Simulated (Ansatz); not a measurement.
**Bi, before and after**

Recipe of this trial structure of Bi: random sheet by layer group and Wyckoff sites. The dimensions are guesses.

This is a two-dimensional sheet: the third axis spans vacuum and isn't periodic. Symmetry isn't written into the files.

start.cif

```cif
data_structure
_symmetry_space_group_name_H-M 'P 1'
_symmetry_Int_Tables_number 1
_cell_length_a 3.4176
_cell_length_b 3.4176
_cell_length_c 14.0000
_cell_angle_alpha 90.000
_cell_angle_beta 90.000
_cell_angle_gamma 90.000
_cell_volume 163.52
loop_
_atom_site_label
_atom_site_type_symbol
_atom_site_fract_x
_atom_site_fract_y
_atom_site_fract_z
_atom_site_occupancy
Bi1 Bi 0.50000 0.50000 0.50000 1
```

Theory: DFT PBE, scalar-relativistic, plane waves, PAW in Ansatz. Cutoff 420 eV, Gaussian smearing, Γ-centred meshes. In-plane cell and atoms relax first on a coarse mesh and then on a finer one. In metals the finer mesh still leaves noise of several meV/atom or more. The steps can't lower the symmetry of their start. No spin polarisation.

end.cif

```cif
data_structure
_symmetry_space_group_name_H-M 'P 1'
_symmetry_Int_Tables_number 1
_cell_length_a 3.1293
_cell_length_b 3.1293
_cell_length_c 23.8000
_cell_angle_alpha 90.000
_cell_angle_beta 90.000
_cell_angle_gamma 90.000
_cell_volume 233.07
loop_
_atom_site_label
_atom_site_type_symbol
_atom_site_fract_x
_atom_site_fract_y
_atom_site_fract_z
_atom_site_occupancy
Bi1 Bi 0.50000 0.50000 0.29412 1
```

The symmetry stays p4/mmm (No. 61). The area per atom shrinks by 16.2 %, from 11.7 to 9.8 Å². The shortest distance goes from 3.42 Å (Bi–Bi) to 3.13 Å (Bi–Bi). The energy falls by about 0.15 eV/atom (the start's value is from the coarse mesh). The program sets the height of the box itself, so the height of the cell differs between start and end.

For Bi, the layer group is p4/mmm (No. 61) and the in-plane cell is a = 3.129 Å, b = 3.129 Å, γ = 90.0°. The area per atom is 9.79 Å², the thickness between the outermost nuclei is 0.00 Å and the energy over the standard state is +0.56 eV/atom. The gap on the 18×18×1 mesh of the 1-atom cell is 0 eV (a metal).

Energies count from the standard state of Bi at the same level. So it is a metastable form at best.

The last run used Gaussian smearing of 0.10 eV. Spin–orbit coupling, which can matter for Bi, is left out. Symmetry constrained the relaxation, so the result can be a saddle point. In all, the 3 runs took 58 s on 1 thread of Arm Neoverse V2 (shared host).
